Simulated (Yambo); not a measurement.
A G0W0@PBEsol run in Yambo for CdPbF₆ (space group R-3, No. 148) (2×2×2 Γ-centred k mesh, bands 5 to 194 and a 7 Ry block in the screening, 194 bands in G with the Bruneval-Gonze terminator, plasmon pole fitted at 27.2 eV) gives these matrix elements, in eV, at the band edges (Γ → Γ):

```json
[
 {"state": "valence edge", "E0": "0.000", "<Vxc>": "-24.454", "<Σx>": "-31.189", "<Σc(E0)>": "4.902", "Z": "0.801"},
 {"state": "conduction edge", "E0": "2.424", "<Vxc>": "-16.915", "<Σx>": "-13.737", "<Σc(E0)>": "-2.023", "Z": "0.841"}
]
```

**Question.** Solve the linearised quasiparticle equation for both states, give the gap, and say how exchange and correlation each act on it.

**Answer.** E = E0 + Z(Σx + Σc − Vxc). Valence: 0.000 + 0.801 × (-31.189 + (4.902) − (-24.454)) = -1.47 eV. Conduction: 2.424 + 0.841 × (-13.737 + (-2.023) − (-16.915)) = 3.40 eV. The gap is 4.86 eV, against 2.42 eV in PBEsol. Replacing Vxc by bare exchange alone would open it by 9.91 eV; correlation takes back 6.92 eV of that, and Z scales what is left. Nearest settings tried, and what they do to the gap: 155 bands in W, 155 bands in G: +40 meV; 6 Ry block (211 vectors against 285): +2 meV; 1×1×1 mesh: -262 meV. So the settings aren't converged at that level. The k mesh is coarse. Among the k points computed, the smallest G0W0 gap is 4.83 eV, F → Γ. Spin-orbit coupling is left out; with 6p states at a band edge it can lower the gap by many tenths of an eV, most of a small gap.

The standard potential for Pb keeps a d shell in the valence without the s and p states of that shell. In tests on such compounds this moved G0W0 gaps by up to about 0.9 eV, so absolute quasiparticle energies here are unreliable; differences between settings are what counts.

Geometry of the Materials Project entry, not relaxed at this level; primitive cell a = 5.954 Å, b = 5.954 Å, c = 5.954 Å, α = 52.72°, β = 52.72°, γ = 52.72°.

The structure is a Materials Project entry; no match was found in the copy of COD used, and its stability was not checked.
